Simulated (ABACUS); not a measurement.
Set-up for a self-consistent single point of TiO₂ (P1, 6 atoms in the cell; from Materials Project mp-2657, changed as shown).

```xyz
6
Lattice="4.5998 0.0000 0.0000 0.0000 4.5998 0.0000 0.0000 0.0000 2.9592" Properties=species:S:1:pos:R:3 pbc="T T T"
Ti     2.2956     2.3612    -0.0106
Ti     0.0038    -0.1184     1.4652
O      3.1909     3.2869     1.4226
O      1.4630     1.3513     1.5197
O      3.7033     0.9193     0.0338
O      0.8430     3.6993     0.0081
```

Method: LDA (PW92), numerical atomic orbitals DZP (confined pseudo-atomic orbitals with Gaussian additions; energy shift 0.01 Ry), PseudoDojo 0.4 standard norm-conserving LDA (tails mended) pseudopotentials (ABACUS).

ABACUS settings:

- basis: DZP numerical atomic orbitals, energy shift 0.01 Ry
- KPT: Gamma 4 4 6 0 0 0
- basis_type: lcao
- dft_functional: PWLDA
- ecutwfc: 100 Ry
- smearing_method: fd
- smearing_sigma: 0.000734986 Ry
- potentials: PseudoDojo 0.4 standard norm-conserving LDA (tails mended)
- symmetry: 1
- ks_solver: scalapack_gvx
- scf_nmax: 100
- scf_thr: 1.0e-06
- mixing_type: broyden
- mixing_beta: 0.7

Question: Estimate, at this level of theory: gap on the k-point mesh, pressure and largest force (vector length).

Answer: The run gave:

| Property | Value |
|---|---|
| Gap on the k-point mesh | 1.34 eV |
| Pressure | -7.53 GPa |
| Largest force (vector length) | 3.010 eV/Å |

The gap is read on the k-point mesh of the run and can differ from the gap over the whole zone at this level.

For comparison: a first run was changed to give this one (atoms moved at random), and from it to this one the free energy goes up by 57.7 meV/atom, the pressure goes from -9.50 to -7.53 GPa, the largest force goes from 0.165 to 3.010 eV/Å and the gap on the mesh goes from 1.691 to 1.345 eV.

The atom-centred basis is finite, which shifts total energies, pressures, gaps and forces against plane waves. Forces above 1 eV/Å remain at this geometry, of which the finite basis can carry a part. The structure comes from a collection of computed structures, made at another level of theory; the collection holds predicted forms beside known ones.

Cost on one core: roughly 40 core-seconds.

The atomic orbitals were generated for these runs; they are not ABACUS's published sets and were checked against plane waves on a few crystals only.

“Tails mended”: in these copies of the files the far tail of each local potential was reset to the Coulomb form.
